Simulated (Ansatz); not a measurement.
## ¹⁷O NMR of the central transition in SiO₂

Cell: a COD entry whose atoms were relaxed with PBE, the cell held.

```cif
data_SiO2
_symmetry_space_group_name_H-M 'P4_12_12'
_symmetry_Int_Tables_number 92
_cell_length_a 4.9820
_cell_length_b 4.9820
_cell_length_c 6.9630
_cell_angle_alpha 90.000
_cell_angle_beta 90.000
_cell_angle_gamma 90.000
loop_
_atom_site_label
_atom_site_type_symbol
_atom_site_symmetry_multiplicity
_atom_site_Wyckoff_symbol
_atom_site_fract_x
_atom_site_fract_y
_atom_site_fract_z
Si Si 4 a 0.3039 0.3039 0.0000
O O 8 b 0.2373 0.1140 0.1837
```

One atom of each set is listed.

All values are calculated (Ansatz; DFT, PBE, plane waves and PAW (field gradients read without the response of the frozen cores, which leaves them typically 4 to 6 % off), scalar-relativistic, 420 eV cutoff, Γ-centred 4×4×3 k-points, Fermi–Dirac smearing 0.02 eV), not measured.

¹⁷O has I = 5/2 and Q = -25.58 mb (Pyykkö 2018); at 23.5 T its Larmor frequency is ν₀ = 135.7 MHz. Only the quadrupole interaction is simulated: positions count from each site's isotropic chemical shift, and J coupling is left out, as are shift anisotropy and dipolar coupling, which fast spinning averages.

Simulated pattern of one O site (fast magic-angle spinning, Gaussian broadening 0.1 kHz):

| offset (kHz) | height |
| --- | --- |
| -4.280 | 0 |
| -4.174 | 0 |
| -4.068 | 4 |
| -3.962 | 7 |
| -3.856 | 7 |
| -3.750 | 7 |
| -3.644 | 7 |
| -3.538 | 7 |
| -3.432 | 7 |
| -3.327 | 8 |
| -3.221 | 8 |
| -3.115 | 8 |
| -3.009 | 8 |
| -2.903 | 9 |
| -2.797 | 19 |
| -2.691 | 43 |
| -2.585 | 53 |
| -2.479 | 71 |
| -2.373 | 89 |
| -2.267 | 69 |
| -2.161 | 58 |
| -2.055 | 54 |
| -1.949 | 51 |
| -1.843 | 50 |
| -1.737 | 49 |
| -1.631 | 49 |
| -1.525 | 50 |
| -1.419 | 51 |
| -1.313 | 53 |
| -1.207 | 56 |
| -1.101 | 61 |
| -0.995 | 69 |
| -0.889 | 89 |
| -0.783 | 100 |
| -0.677 | 76 |
| -0.571 | 65 |
| -0.465 | 55 |
| -0.359 | 17 |
| -0.253 | 0 |
| -0.147 | 0 |

(1) Which |C_Q| and η does the pattern imply?

## Answers

(1) The pattern spans 3.70 kHz before broadening and its centre of gravity is at -1.64 kHz, which fixes P_Q; the places of the horns and steps fix η. That gives P_Q = 6.10 MHz, |C_Q| = 6.06 MHz and η = 0.18. The sign of C_Q can't be read from the pattern.

At O V_zz runs parallel to the line that joins its two neighbours (within 1°).
